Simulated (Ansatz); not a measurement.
Computed with Ansatz 0.2.0, DFT PBE, scalar-relativistic, plane waves, PAW. All cells share a 420 eV cutoff and Γ-centred k meshes spaced at most about 0.3 Å⁻¹ (about 0.25 or finer for metals, 2π included). No spin polarisation in the final relaxations.

Each of these unrelaxed guesses is relaxed in cell and atoms within its symmetry. A guess keeps its type if space group and coordination stay and the shape of the cell changes little (axis ratios within about 15 %, angles within 6°); the volume may change.

1. Be3TeSe2

```
CELL_PARAMETERS angstrom
4.15739 0.00000 0.00000
-2.07869 3.60040 0.00000
0.00000 0.00000 8.72811
ATOMIC_POSITIONS crystal
Be 0.00000 0.00000 0.70034
Be 0.33333 0.66667 0.40204
Be 0.66667 0.33333 0.72926
Te 0.00000 0.00000 0.30718
Se 0.33333 0.66667 0.03763
Se 0.00000 0.00000 0.03865
```

2. LaNb4O

```
CELL_PARAMETERS angstrom
0.00000 3.61171 3.61171
3.61171 0.00000 3.61171
3.61171 3.61171 0.00000
ATOMIC_POSITIONS crystal
La 0.75000 0.75000 0.75000
Nb 0.37486 0.37486 0.87541
Nb 0.87541 0.37486 0.37486
Nb 0.37486 0.37486 0.37486
Nb 0.37486 0.87541 0.37486
O 0.00000 0.00000 0.00000
```

3. Ba2CdB2

```
CELL_PARAMETERS angstrom
3.22575 -3.77731 0.00000
3.22575 3.77731 0.00000
0.00000 0.00000 5.26363
ATOMIC_POSITIONS crystal
Ba 0.50000 0.50000 0.00000
Ba 0.00000 0.00000 0.50000
Cd 0.50000 0.50000 0.50000
B 0.29010 0.70990 0.50000
B 0.70990 0.29010 0.50000
```

Task: Which guesses survive the relaxation?

Result: Guess 2 keeps its type.

| guess | kept | start group | end group | V start (Å³/atom) | V end | b/a and c/a, end over start | nearest neighbours start | nearest neighbours end |
| --- | --- | --- | --- | --- | --- | --- | --- | --- |
| 1 | no | P3m1 | P3m1 | 21.8 | 21.1 | 1.00, 1.42 | Be 3, Se 3/4, Te 4 | Be 2/4/6, Se 1/4, Te 4 |
| 2 | yes | F-43m | F-43m | 15.7 | 20.8 | 1.00, 1.00 | La 16, Nb 6, O 16 | La 16, Nb 6, O 16 |
| 3 | no | Cmmm | Cmmm | 25.7 | 42.8 | 1.27, 1.22 | B 1, Ba 2, Cd 2 | B 1, Ba 2, Cd 2 |

Neighbours count within 15 % of an atom's shortest distance; end groups are read at 0.02 Å (0.05 Å in metals).

No dispersion correction is applied, so the spacing and binding between layers, chains or molecules are poorly described (Be3TeSe2 P3m1). These runs have no spin–orbit coupling, which can matter for Te. A magnetic state wasn't ruled out in cells without spin, among them LaNb4O F-43m. Cells relaxed within their symmetry can be saddle points.

In counts of neighbours, a slash parts the counts of unlike sites.
